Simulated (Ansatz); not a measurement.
Sb₂Au (fluorite or antifluorite type, Fm-3m), a = 6.8371 Å, b = 6.8371 Å, c = 6.8371 Å, α = 90.00°, β = 90.00°, γ = 90.00°; the cell used has 3 atoms.

Relaxed with r²SCAN.

Question: Which orbitals make up the states near the Fermi level in DFT-r²SCAN in the program Ansatz with PAW potentials?

Answer: Within 0.5 eV of the Fermi level: Sb 5p 75 %, Au 5d 12 %, Sb 5s 7 %. Projections are on Löwdin-orthogonalised atomic valence shells; empty p or d shells of many metals are not among them.

Question: Tabulate the density of states.

Answer: States/eV per cell of 3 atoms, in 0.25 eV bins, energy from the Fermi level.

| E (eV) | total | Sb 5p | Au 5d | Au 6s |
|---|---|---|---|---|
| -7.85 | 0.07 | 0.01 | 0.01 | 0.00 |
| -7.60 | 0.03 | 0.00 | 0.01 | 0.00 |
| -7.35 | 0.11 | 0.06 | 0.01 | 0.02 |
| -7.10 | 0.47 | 0.27 | 0.06 | 0.12 |
| -6.85 | 0.76 | 0.43 | 0.10 | 0.19 |
| -6.60 | 0.80 | 0.42 | 0.15 | 0.18 |
| -6.35 | 2.20 | 0.76 | 1.22 | 0.15 |
| -6.10 | 7.52 | 2.07 | 5.26 | 0.11 |
| -5.85 | 5.39 | 1.35 | 3.69 | 0.24 |
| -5.60 | 4.47 | 0.79 | 3.36 | 0.20 |
| -5.35 | 6.37 | 0.58 | 5.53 | 0.15 |
| -5.10 | 9.86 | 0.44 | 9.06 | 0.18 |
| -4.85 | 2.90 | 0.37 | 2.09 | 0.15 |
| -4.60 | 2.47 | 0.42 | 1.67 | 0.09 |
| -4.35 | 1.50 | 0.38 | 0.83 | 0.07 |
| -4.10 | 1.26 | 0.52 | 0.47 | 0.08 |
| -3.85 | 1.52 | 0.83 | 0.46 | 0.08 |
| -3.60 | 1.53 | 0.89 | 0.40 | 0.07 |
| -3.35 | 1.49 | 0.92 | 0.34 | 0.07 |
| -3.10 | 1.42 | 0.92 | 0.29 | 0.05 |
| -2.85 | 1.34 | 0.91 | 0.25 | 0.03 |
| -2.60 | 1.36 | 0.96 | 0.24 | 0.02 |
| -2.35 | 1.46 | 1.04 | 0.23 | 0.02 |
| -2.10 | 1.47 | 1.04 | 0.23 | 0.02 |
| -1.85 | 1.81 | 1.29 | 0.23 | 0.02 |
| -1.60 | 1.96 | 1.40 | 0.23 | 0.03 |
| -1.35 | 1.59 | 1.13 | 0.18 | 0.02 |
| -1.10 | 0.99 | 0.69 | 0.11 | 0.03 |
| -0.85 | 0.93 | 0.63 | 0.10 | 0.04 |
| -0.60 | 1.12 | 0.77 | 0.12 | 0.05 |
| -0.35 | 1.05 | 0.73 | 0.11 | 0.04 |
| -0.10 | 1.03 | 0.74 | 0.12 | 0.04 |
| 0.15 | 1.14 | 0.87 | 0.14 | 0.03 |
| 0.40 | 1.70 | 1.36 | 0.20 | 0.03 |
| 0.65 | 1.64 | 1.30 | 0.16 | 0.06 |
| 0.90 | 1.93 | 1.42 | 0.15 | 0.19 |
| 1.15 | 2.23 | 1.53 | 0.14 | 0.33 |
| 1.40 | 1.55 | 1.21 | 0.09 | 0.12 |
| 1.65 | 2.15 | 1.56 | 0.10 | 0.24 |
| 1.90 | 2.47 | 1.67 | 0.09 | 0.40 |
| 2.15 | 2.50 | 1.65 | 0.07 | 0.45 |
| 2.40 | 2.37 | 1.58 | 0.05 | 0.44 |
| 2.65 | 1.98 | 1.42 | 0.04 | 0.29 |
| 2.90 | 1.73 | 1.32 | 0.04 | 0.18 |
| 3.15 | 1.95 | 1.40 | 0.04 | 0.24 |
| 3.40 | 1.29 | 0.86 | 0.03 | 0.14 |
| 3.65 | 1.07 | 0.68 | 0.02 | 0.09 |
| 3.90 | 0.84 | 0.44 | 0.01 | 0.07 |
| 4.15 | 0.49 | 0.09 | 0.00 | 0.05 |
| 4.40 | 0.61 | 0.06 | 0.00 | 0.04 |
| 4.65 | 0.76 | 0.04 | 0.00 | 0.03 |

The workflow started from an entry of the Crystallography Open Database (COD), which files this formula under 2 space groups. Its standing as an ambient phase is unchecked. Symmetry was held in the r²SCAN relaxation. At this level the phase is mechanically unstable. Its formation energy is positive at this level, so the cell may be metastable or incomplete. Scalar-relativistic: spin–orbit coupling is off unless named, which matters more the heavier the elements.

Potentials: the later of the program's two PAW sets.
